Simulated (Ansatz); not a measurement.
According to the program Ansatz at the PBE level (PAW), B in the orthorhombic phase (Cmce; B on 8f) relaxes to a = 2.938 Å, b = 5.325 Å, c = 3.263 Å.

Electronic character: metallic (no gap).

An equation-of-state fit gives a bulk modulus of 263 GPa.

The start of the workflow was typed in or built on a structure type; neither database checked (COD, Materials Project) lists it. It is not the phase usual at ambient conditions (space group No. 166). Symmetry was held in the PBE relaxation; its stability against distortions is not shown here.

Potentials: the earlier of the program's two PAW sets.
